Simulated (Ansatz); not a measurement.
Here is an unrelaxed guess for ZrZnBr6.

```
Zr Zn Br
1.0
     0.00000    5.35137    5.35137
     5.35137    0.00000    5.35137
     5.35137    5.35137    0.00000
Zr Zn Br
1 1 6
Direct
  0.00000 0.00000 0.00000
  0.50000 0.50000 0.50000
  0.24549 0.75451 0.75451
  0.24549 0.24549 0.75451
  0.75451 0.24549 0.24549
  0.24549 0.75451 0.24549
  0.75451 0.24549 0.75451
  0.75451 0.75451 0.24549
```

Computed with DFT PBE, scalar-relativistic, plane waves, PAW in Ansatz. Cutoff 420 eV; k points 4×4×4 on the computed 8-atom cell (Γ-centred); Gaussian smearing, width 0.10 eV; no spin polarisation.

Formation energies are uncorrected and refer to the elements' standard structures at the same level. The references include crystalline Br.

Problem. How far from equilibrium is it?

Solution. The pressure is -0.8 GPa (near zero), the largest force is 0.36 eV/Å, and the energy is −1.00 eV/atom against the elements. The shortest distance is 2.63 Å.

Problem. Is it a good guess?

Solution. A good one: relaxing gains under 0.03 eV/atom in 4 ionic steps and ends at −1.015 eV/atom on the finer mesh. The symmetry stays Fm-3m (No. 225). The volume per atom shrinks by 4.6 %, from 38.3 to 36.6 Å³. The shortest distance stays 2.63 Å (Zr–Br). Conventional cell: a = 10.538 Å. Around Zr lie 6 Br at 2.63 Å; around Zn lie 6 Br at 2.64 Å; around Br lie 1 Zr at 2.63 Å and 1 Zn at 2.64 Å.

The last run used a 6×6×6 mesh for its 8-atom cell and Gaussian smearing of 0.02 eV. The reference form of Br is held partly by dispersion forces, which this level lacks. The relaxation can't lower the symmetry of the start, and the grade says only how near the guess is to its own end. A structure relaxed within its symmetry needn't be a true minimum.
